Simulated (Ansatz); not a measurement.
Os (fcc (Cu type), space group No. 225), a = 3.8023 Å, b = 3.8023 Å, c = 3.8023 Å, α = 90.00°, β = 90.00°, γ = 90.00°; the cell used has 1 atom.

Relaxed with LDA.

Problem. Which orbitals make up the states near the Fermi level in LDA in the plane-wave PAW code Ansatz?

Solution. Within 0.5 eV of the Fermi level: Os 5d 93 %. Projections are on Löwdin-orthogonalised atomic valence shells; empty p or d shells of many metals are not among them.

Problem. Tabulate the density of states.

Solution. States/eV per cell of 1 atom, in 0.25 eV bins, energy from the Fermi level.

| E (eV) | total | Os 5d | Os 6s | Os 5p |
|---|---|---|---|---|
| -7.85 | 0.33 | 0.14 | 0.18 | 0.01 |
| -7.60 | 0.57 | 0.34 | 0.21 | 0.01 |
| -7.35 | 0.70 | 0.46 | 0.23 | 0.01 |
| -7.10 | 0.86 | 0.60 | 0.24 | 0.01 |
| -6.85 | 1.05 | 0.81 | 0.22 | 0.01 |
| -6.60 | 1.15 | 0.95 | 0.18 | 0.01 |
| -6.35 | 1.08 | 0.93 | 0.13 | 0.01 |
| -6.10 | 1.01 | 0.90 | 0.10 | 0.01 |
| -5.85 | 1.00 | 0.91 | 0.07 | 0.01 |
| -5.60 | 0.82 | 0.76 | 0.05 | 0.01 |
| -5.35 | 0.62 | 0.59 | 0.02 | 0.01 |
| -5.10 | 0.89 | 0.84 | 0.02 | 0.01 |
| -4.85 | 1.06 | 1.00 | 0.03 | 0.01 |
| -4.60 | 0.93 | 0.87 | 0.03 | 0.01 |
| -4.35 | 0.94 | 0.88 | 0.04 | 0.01 |
| -4.10 | 1.00 | 0.92 | 0.05 | 0.01 |
| -3.85 | 1.10 | 1.00 | 0.06 | 0.01 |
| -3.60 | 1.11 | 1.00 | 0.07 | 0.01 |
| -3.35 | 1.28 | 1.13 | 0.10 | 0.01 |
| -3.10 | 1.32 | 1.17 | 0.09 | 0.01 |
| -2.85 | 1.46 | 1.32 | 0.09 | 0.01 |
| -2.60 | 1.64 | 1.51 | 0.08 | 0.01 |
| -2.35 | 1.10 | 0.99 | 0.07 | 0.01 |
| -2.10 | 1.00 | 0.89 | 0.06 | 0.01 |
| -1.85 | 0.84 | 0.74 | 0.05 | 0.00 |
| -1.60 | 0.80 | 0.71 | 0.04 | 0.00 |
| -1.35 | 0.76 | 0.68 | 0.04 | 0.00 |
| -1.10 | 0.88 | 0.79 | 0.04 | 0.00 |
| -0.85 | 1.00 | 0.92 | 0.04 | 0.00 |
| -0.60 | 1.15 | 1.06 | 0.04 | 0.00 |
| -0.35 | 0.86 | 0.80 | 0.03 | 0.00 |
| -0.10 | 0.72 | 0.67 | 0.03 | 0.00 |
| 0.15 | 0.77 | 0.73 | 0.03 | 0.00 |
| 0.40 | 0.74 | 0.69 | 0.03 | 0.00 |
| 0.65 | 0.70 | 0.66 | 0.02 | 0.00 |
| 0.90 | 0.70 | 0.65 | 0.02 | 0.00 |
| 1.15 | 0.71 | 0.67 | 0.02 | 0.00 |
| 1.40 | 0.74 | 0.69 | 0.02 | 0.00 |
| 1.65 | 0.79 | 0.75 | 0.03 | 0.00 |
| 1.90 | 0.92 | 0.87 | 0.03 | 0.00 |
| 2.15 | 1.19 | 1.13 | 0.03 | 0.00 |
| 2.40 | 1.26 | 1.21 | 0.03 | 0.00 |
| 2.65 | 1.04 | 0.98 | 0.04 | 0.00 |
| 2.90 | 0.73 | 0.66 | 0.04 | 0.00 |
| 3.15 | 0.56 | 0.49 | 0.05 | 0.00 |
| 3.40 | 0.27 | 0.18 | 0.06 | 0.00 |
| 3.65 | 0.26 | 0.16 | 0.06 | 0.00 |
| 3.90 | 0.26 | 0.15 | 0.07 | 0.00 |
| 4.15 | 0.27 | 0.14 | 0.07 | 0.00 |
| 4.40 | 0.27 | 0.13 | 0.08 | 0.00 |
| 4.65 | 0.27 | 0.12 | 0.09 | 0.00 |

Space group Fm-3m (fcc (Cu type)). The workflow started from an entry of the Crystallography Open Database (COD), which files this formula under 2 space groups. It is not the phase usual at ambient conditions (space group No. 194). Symmetry was held in the LDA relaxation; whether a distortion lowers the energy is not shown. The run is not spin-polarised. Spin–orbit coupling is left out wherever it is not named.

Potentials: the earlier of the program's two PAW sets. The files were generated under PBE; for other functionals the program regenerates the frozen cores, and for LDA and PBEsol the local potential too.
